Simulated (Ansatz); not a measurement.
## Ti$_{3}$O$_{4}$: zone-centre modes

Theory: Ansatz 0.2.0, DFT PBEsol, scalar-relativistic, plane waves, PAW. Cutoff 420 eV, Γ-centred 8×8×14 k-points, Gaussian smearing of 0.15 eV. No spin polarisation.

The undisturbed cell (relaxed at this level; it needn't be the usual structure):

```yaml
crystal:
  lattice:
    - [2.91282, -4.03035, 0.00000]
    - [2.91282, 4.03035, 0.00000]
    - [0.00000, 0.00000, 2.96903]
  atoms:
    - { symbol: Ti, position: [0.00000, 0.00000, 0.50000] }
    - { symbol: Ti, position: [0.50000, 0.00000, 0.00000] }
    - { symbol: Ti, position: [0.00000, 0.50000, 0.00000] }
    - { symbol: O, position: [0.76278, 0.76278, 0.00000] }
    - { symbol: O, position: [0.25888, 0.74112, 0.50000] }
    - { symbol: O, position: [0.23722, 0.23722, 0.00000] }
    - { symbol: O, position: [0.74112, 0.25888, 0.50000] }
```

Harmonic modes by finite displacements of 0.02 Å, without the LO–TO term.

Question: At this geometry, is the structure stable against these modes?

Answer: No: 1 mode is unstable, the strongest at 194i cm⁻¹.

Question: List the wavenumbers in cm⁻¹.

Answer: 194i, 0, 0, 0, 126, 182, 218, 226, 261, 415, 425, 446, 455, 471, 472, 482, 508, 508, 522, 534, 544.

Cost: 1 run of about 20 core-minutes, on Intel Xeon Processor @ 2.50GHz (Skylake/Cascade Lake) (shared hosts).